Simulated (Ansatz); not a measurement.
# Guessed and relaxed cells of RbCuS2

A trial structure of RbCuS2 was built thus: perovskite family, infinite layers (P4/mmm, No. 123) (A site Rb; B site Cu; X site S). Lengths were set from tabulated atomic sizes, so they are only a guess.

start.cif

```cif
data_structure
_symmetry_space_group_name_H-M 'P4/mmm'
_symmetry_Int_Tables_number 123
_cell_length_a 4.7520
_cell_length_b 4.7520
_cell_length_c 5.0961
_cell_angle_alpha 90.000
_cell_angle_beta 90.000
_cell_angle_gamma 90.000
_cell_volume 115.08
loop_
_atom_site_label
_atom_site_type_symbol
_atom_site_symmetry_multiplicity
_atom_site_Wyckoff_symbol
_atom_site_fract_x
_atom_site_fract_y
_atom_site_fract_z
_atom_site_occupancy
Rb1 Rb 1 d 0.50000 0.50000 0.50000 1
Cu1 Cu 1 a 0.00000 0.00000 0.00000 1
S1 S 2 f 0.50000 0.00000 0.00000 1
```

All numbers below come from DFT PBE, scalar-relativistic, plane waves, PAW (Ansatz 0.2.0). Cutoff 420 eV, Gaussian smearing, Γ-centred meshes. Cell and atoms relax on a converged mesh. In metals the finer mesh still leaves noise of several meV/atom or more. The steps can't lower the symmetry of their start. Collinear spin, starting moments Cu 1.0 μB; they died out on the coarse mesh, so the last step has no spin.

end.cif

```cif
data_structure
_symmetry_space_group_name_H-M 'P4/mmm'
_symmetry_Int_Tables_number 123
_cell_length_a 4.5379
_cell_length_b 4.5379
_cell_length_c 5.2335
_cell_angle_alpha 90.000
_cell_angle_beta 90.000
_cell_angle_gamma 90.000
_cell_volume 107.77
loop_
_atom_site_label
_atom_site_type_symbol
_atom_site_symmetry_multiplicity
_atom_site_Wyckoff_symbol
_atom_site_fract_x
_atom_site_fract_y
_atom_site_fract_z
_atom_site_occupancy
Rb1 Rb 1 d 0.50000 0.50000 0.50000 1
Cu1 Cu 1 a 0.00000 0.00000 0.00000 1
S1 S 2 f 0.50000 0.00000 0.00000 1
```

The symmetry stays P4/mmm (No. 123). The volume per atom shrinks by 6.3 %, from 28.8 to 26.9 Å³. The shortest distance goes from 2.38 Å (Cu–S) to 2.27 Å (Cu–S).

| Item | Value |
| --- | --- |
| Volume per atom | 26.94 Å³ |
| Density | 3.28 g/cm³ |
| Energy over the elements | −0.35 eV/atom |
| Gap on the 10×10×10 mesh of the 4-atom cell | 0 eV (a metal) |

Energies over the elements count from the elements' standard structures at the same level, with no fitted energy shifts. A negative formation energy is needed for stability but isn't enough: competing phases decide.

The last run used Gaussian smearing of 0.10 eV. No Hubbard U is applied to the 3d shell of Cu. The reference form of S is held partly by dispersion forces, which this level lacks. A structure relaxed within its symmetry needn't be a true minimum. In all, the 3 runs took 3.3 min on 1 thread of Intel(R) Xeon(R) Processor @ 2.70GHz (shared host).
